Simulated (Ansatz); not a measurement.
CoPdO$_{2}$:
Space group R-3m, hexagonal axes (No. 166); a = b = 2.8144 Å, c = 17.6358 Å, α = β = 90.00°, γ = 120.00°

```
atom  site  symmetry       x       y       z
----  ----  --------  ------  ------  ------
Pd      3a       -3m  0.0000  0.0000  0.0000
Co      3b       -3m  0.0000  0.0000  0.5000
O       6c        3m  0.0000  0.0000  0.1126
```
(The calculation used a cell of 4 atoms; values per cell refer to that cell.)

Relaxed at zero pressure with PBEsol in the plane-wave PAW code Ansatz.

The volume is raised by 9 % and shape and atoms relax at that volume. What pressure results, and how do the axes share the change?

-15.8 GPa; a 3.6 %, b 3.6 %, c 1.5 %; the energy rises by 49 meV/atom.

Give the new structure.


Space group R-3m, hexagonal axes (No. 166); a = 2.9170 Å, b = 2.9170 Å, c = 17.8937 Å, α = 90.00°, β = 90.00°, γ = 120.00°

```tsv
atom	site	symmetry	x	y	z
Pd	3a	-3m	0.0000	0.0000	0.0000
Co	3b	-3m	0.0000	0.0000	0.5000
O	6c	3m	0.0000	0.0000	0.1137
```

The phase is kept; no other phase was compared at this pressure.

The PBEsol relaxation kept the symmetry of its start. The workflow began spin-polarised and lost its moments. No Hubbard U is applied.

Potentials: the later of the program's two PAW sets.
